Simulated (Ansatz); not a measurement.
Simulated (Ansatz). Plane-wave DFT: an element X is put into a periodic supercell of the crystal below and the atoms relax. X is one of the candidates, and is told by the neutral defect's formation energy over the elements (uncorrected), its moments where the run had spin, and its relaxed neighbours, eight at most.

```
cell
1.0
     4.2087    0.0000    0.0000
    -2.1044    3.6449    0.0000
     0.0000    0.0000   10.2276
Br La P
2 2 1
Direct
  0.6667 0.3333 0.6606
  0.3333 0.6667 0.3394
  0.3333 0.6667 0.8410
  0.6667 0.3333 0.1590
  0.0000 0.0000 0.0000
```

| quantity | value |
| --- | --- |
| host atoms in supercell | 20 |
| functional | PBEsol |
| wave cutoff | 420 eV |
| k mesh | 3, 3, 2 |
| k shift | 0, 0, 0.5 mesh steps |
| gaussian smearing | 0.05 eV |
| start displacement | 0 angstrom |
| electrons started on | no chosen atoms |
| candidate elements | Li, O, Al, Cl, Cu, Sr |
| found formation energy | -0.555 eV |
| found largest move from host sites | 0.219 angstrom |

| supercell vector | supercell times a (host cell vectors) | supercell times b (host cell vectors) | supercell times c (host cell vectors) |
| --- | --- | --- | --- |
| A | 2 | 2 | 0 |
| B | 0 | -2 | 0 |
| C | 0 | 0 | -1 |

```tsv
change element	change kind	change place a (host cell vectors)	change place b (host cell vectors)	change place c (host cell vectors)
X	on Br	0.6667	-0.6667	-0.3394
```

```csv
found neighbour element,found neighbour distance (angstrom)
La,2.912
La,2.912
La,2.912
```

Task: Which element is X?

Result: Cl.

Caveats: the atoms kept the symmetry of the start, so a distorted state could lie lower; the supercell is small.
